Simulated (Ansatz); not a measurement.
Nb₂AlC:
```
CELL_PARAMETERS angstrom
      3.09047     0.00000     0.00000
     -1.54524     2.67643     0.00000
      0.00000     0.00000    13.84448
ATOMIC_POSITIONS crystal
  Al 0.33333 0.66667 0.75000
  Al 0.66667 0.33333 0.25000
  Nb 0.33333 0.66667 0.08911
  Nb 0.66667 0.33333 0.91089
  Nb 0.66667 0.33333 0.58911
  Nb 0.33333 0.66667 0.41089
  C  0.00000 0.00000 0.00000
  C  0.00000 0.00000 0.50000
```

Relaxed with PBEsol. Special points in fractions of this cell's reciprocal vectors: Γ (0.000, 0.000, 0.000); M (0.500, 0.000, 0.000); K (0.333, 0.333, 0.000); A (0.000, 0.000, 0.500); L (0.500, 0.000, 0.500); H (0.333, 0.333, 0.500).

Problem. List the band energies nearest the Fermi level at these points for PBEsol (plane waves, PAW; program Ansatz).

Solution. In eV from the Fermi level; about four levels below and three above (degenerate sets whole), none deeper than 8.9 eV; points with the same levels are listed once.

| k | below | above |
|---|---|---|
| Γ | -0.35 -0.35 -0.32 -0.32 | 1.07 1.07 1.17 1.17 |
| M | -2.99 -2.57 -1.38 -1.28 | 1.10 1.51 1.75 |
| K | -1.65 -1.65 -1.45 -0.42 | 1.21 1.21 1.80 1.80 |
| A | -0.34 -0.34 -0.34 -0.34 | 1.12 1.12 1.12 1.12 |
| L | -2.85 -2.85 -1.33 -1.33 | 1.54 1.54 1.71 1.71 |
| H | -1.50 -1.50 -0.94 -0.94 | 1.14 1.14 2.00 2.00 |

Space group P6_3/mmc. The workflow started from a Materials Project entry (that database holds measured and hypothetical structures alike); the Crystallography Open Database copy checked does not list it. Its standing as an ambient phase is unchecked. The PBEsol relaxation kept the symmetry of its start; of distortions, only those at the zone centre were tested. No spin polarisation was allowed. Scalar-relativistic: spin–orbit coupling is off unless named, which matters more the heavier the elements.

Potentials: the later of the program's two PAW sets.
